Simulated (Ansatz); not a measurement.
CsPbBr$_{3}$ (cubic perovskite, Pm-3m) under volume change, PBE (plane waves, PAW; program Ansatz), scaled uniformly.

| V (Å³/atom) | E − E(relaxed) (meV/atom) | P (GPa) |
|---|---|---|
| 39.288 | 24.1 | 2.17 |
| 40.583 | [?] | [?] |
| 41.878 | 2.4 | 0.60 |
| 43.174 | 0.0 | 0.00 |
| 44.469 | [?] | [?] |
| 45.764 | 8.0 | -0.94 |
| 47.059 | 17.1 | -1.30 |

Problem. Complete the blanks.

Solution. 
- 44.469, E − E(relaxed) (meV/atom): 2.1
- 44.469, P (GPa): -0.51
- 40.583, E − E(relaxed) (meV/atom): 10.1
- 40.583, P (GPa): 1.32

Problem. What does a third-order Birch–Murnaghan fit give for V₀, B₀ and B′?

Solution. V₀ = 43.18 Å³/atom, B₀ = 18.4 GPa, B′ = 4.7.

This is a known high-temperature phase of the composition, computed here at zero pressure and temperature. The PBE relaxation kept the symmetry of its start; of distortions, only those at the zone centre were tested. Spin–orbit coupling is left out wherever it is not named.

Potentials: the later of the program's two PAW sets.
